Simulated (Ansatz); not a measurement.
In the program Ansatz at the LDA level (PAW), Si2Ni in the fluorite or antifluorite type structure (Fm-3m) relaxes to a = 5.348 Å. Ni has 8 nearest neighbours from 2.32 Å (cubic). Its formation energy from the elements is -45 kJ/mol-atom, with no fitted shifts.

Electronic character: metallic (no gap).

An equation-of-state fit gives a bulk modulus of 1660 kbar. The relaxed-ion elastic constants in GPa are C11 = 208, C12 = 147, C44 = 83.9. The elastic constants imply a Debye temperature near 479 K. The highest mode at Γ lies at 41.3 meV.

The cell was relaxed with LDA under the symmetry of its start; of distortions, only those at the zone centre were tested. No spin polarisation was allowed. As this level gives no gap, shear constants depend on the k-mesh and smearing (Fermi–Dirac, 0.1 eV here). The references are the lowest solids computed at this level, not always the standard phases.

Potentials: the later of the program's two PAW sets.
